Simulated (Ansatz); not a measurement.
Relax this structure to zero stress and force, keeping its symmetry:

```
CELL_PARAMETERS angstrom
0.00000 3.83914 3.83914
3.83914 0.00000 3.83914
3.83914 3.83914 0.00000
ATOMIC_POSITIONS crystal
Na 0.75000 0.75000 0.75000
Na 0.50000 0.50000 0.50000
Tl 0.00000 0.00000 0.00000
Tl 0.25000 0.25000 0.25000
```

Computed with DFT LDA, scalar-relativistic, plane waves, PAW (Ansatz).

Settings: cutoff 420 eV, Γ-centred mesh 10×10×10 on the computed 4-atom cell, Gaussian smearing of 0.10 eV; no spin polarisation.

Question: What does it relax to?

Answer: The volume goes down by 3.83 Å³/atom to 24.46 Å³/atom, and the energy falls by 38.8 meV/atom. Final structure:
```cif
data_structure
_symmetry_space_group_name_H-M 'Fd-3m:1'
_symmetry_Int_Tables_number 227
_cell_length_a 7.3149
_cell_length_b 7.3149
_cell_length_c 7.3149
_cell_angle_alpha 90.000
_cell_angle_beta 90.000
_cell_angle_gamma 90.000
_cell_volume 391.41
loop_
_atom_site_label
_atom_site_type_symbol
_atom_site_symmetry_multiplicity
_atom_site_Wyckoff_symbol
_atom_site_fract_x
_atom_site_fract_y
_atom_site_fract_z
_atom_site_occupancy
Na1 Na 8 a 0.25000 0.25000 0.25000 1
Tl1 Tl 8 b 0.00000 0.00000 0.50000 1
```

Spin–orbit coupling is left out, which can shift energies with elements as heavy as these.

Cost: 1 run of about 0.63 core-minutes, on Arm Neoverse V2 (shared hosts).